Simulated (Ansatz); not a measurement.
**NbCr2 (Fd-3m): electronic heat capacity and spin susceptibility from the density of states**

All numbers below come from DFT PBEsol, scalar-relativistic, plane waves, PAW (Ansatz 0.2.0).

Settings: cutoff 420 eV, Γ-centred mesh 10×10×10 on the computed 6-atom cell, Gaussian smearing of 0.10 eV; no spin polarisation.

Relaxed cell: Fd-3m, a = 6.870 Å, b = 6.870 Å, c = 6.870 Å, α = 90.00°, β = 90.00°, γ = 90.00°, 6 atoms in the primitive cell. Whether it is the stable form of this composition wasn't checked.

The density of states at the Fermi level is 8.190 states/eV in the cell of 6 atoms (2 formula units; both spins, tetrahedra on a 15×15×15 mesh). Averaged over bins of 0.1 eV the density runs from 3.7 to 9.5 states/eV within 0.2 eV of the Fermi level, so the figure hangs on the exact place of that level.

Task: What Sommerfeld coefficient and Pauli susceptibility does this give?

Result: Per formula unit N(E_F) = 4.095 states/eV. γ = (π²/3) k_B² N(E_F) N_A = 2.357 mJ/(mol K²) per state/eV, so γ = 9.7 mJ/(mol K²), a mole of formula units. χ_P = μ_B² N(E_F) N_A = 3.23×10⁻⁵ emu/mol per state/eV gives 13.2×10⁻⁵ emu/mol. This is the bare band result: a measured γ of the same phase is as a rule larger by a factor 1 + λ from phonons and spin fluctuations, the spin part of χ is larger by the Stoner factor, and a measured χ also holds orbital and core terms. N(E_F) at one energy is sensitive to the mesh where the density of states has sharp peaks.

A ferromagnetic start lost its moments in a first run, so spin was left out; other magnetic orders weren't tried.

Cost: 1 run of about 1.2 core-minutes, on Arm Neoverse V1 (shared hosts).